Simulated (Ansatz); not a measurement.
Checking a converged run of Ni

Ni is taken as an experimental structure (space group Fm-3m, primitive cell doubled), 2 atoms in the cell. Source: COD entry 9012427, which need not be the ambient phase.

These are results of DFT, PBE, PAW, plane waves, scalar-relativistic (Ansatz), not measurements.

```yaml
crystal:
  lattice:
    - [-1.7584, -1.7584, -3.5168]
    - [1.7584, -1.7584, 0.0]
    - [-1.7584, -1.7584, 0.0]
  atoms:
    - { symbol: Ni, position: [0.0, 0.0, 0.0], spin: 2.0 }
    - { symbol: Ni, position: [0.5, 0.5, 0.0], spin: -2.0 }
magnetization:
  spin_polarized: true
hamiltonian:
  xc: pbe
  pseudopotentials: { kind: paw }
basis:
  ecutwfc: 420
kpoints:
  mp_grid: { grid: [8, 11, 13] }
scf:
  occupations: { method: fermi_dirac, width: 0.1 }
  lower_state_search: "off"
output:
  forces: true
  stress: true
```

It took 9.8 s on 2 threads of Arm Neoverse V2, with other jobs on the host, peak memory 0.46 GiB.

The end of the output:

```
SCF converged after 16 iterations
Magnetization: 0.0000 μB (18.0000 up, 18.0000 down)
Absolute magnetization: 0.0000 μB (∫|ρ↑−ρ↓|, with the PAW one-centre terms)
Spin contamination: 0.0000 ħ² per cell (⟨S²⟩ above its minimum at these occupations)
Per-site moments (μB) at R_I (Å): [(-5.2115e-6, 1.0257), (5.2115e-6, 1.0257)]
Free energy (F): -11679.424048 eV
Harris-Foulkes:  -11679.424048 eV  (|F-HF|=7.82e-11)
Internal energy: -11679.245303 eV  (E = F + TS)
E sigma→0 (E₀):  -11679.334676 eV
Entropy (-TS):   -0.178745 eV (-89.372 meV/atom)
Fermi energy:    18.024793 eV
--- Forces (eV/Å), atoms counted from 1 ---
  atom   1  Ni    -0.00000000     0.00000000     0.00000000
  atom   2  Ni     0.00000000    -0.00000000     0.00000000
--- Stress (GPa, compression-positive) ---
       -0.252685      -0.054269      -0.006843
       -0.054269      -0.252685      -0.006843
       -0.006843      -0.006843      -0.371585
  P = ⅓ Tr σ = -0.2923 GPa (-2.923 kbar)
```

The mesh has less symmetry than the lattice, which lowers the symmetry of the run.

A small moment in a metal is sensitive to the mesh and the smearing.

Site moments are taken inside atomic spheres and don't add up to the total.

Problem. The run converged. Is this the lowest state of the cell, and if not, what lies lower and how is it reached?

Solution. No. A state 36.6 meV/atom (0.073 eV per cell) lower exists in this cell: ferromagnetic, site moments Ni1 0.66, Ni2 0.66 μB, total 1.24 μB per cell, no gap on the k-mesh. It was reached from: parallel moments, default search for lower states [Ni1 2.00, Ni2 2.00 μB]; a moment on one site alone, plain SCF [Ni2 2.00 μB]. The wrong state matters: the pressure is 0.6 GPa there against -0.3 GPa here. This multiple of the primitive cell fits some opposed orders; other multiples fit others. “Lowest” means lowest among the runs made in this cell.
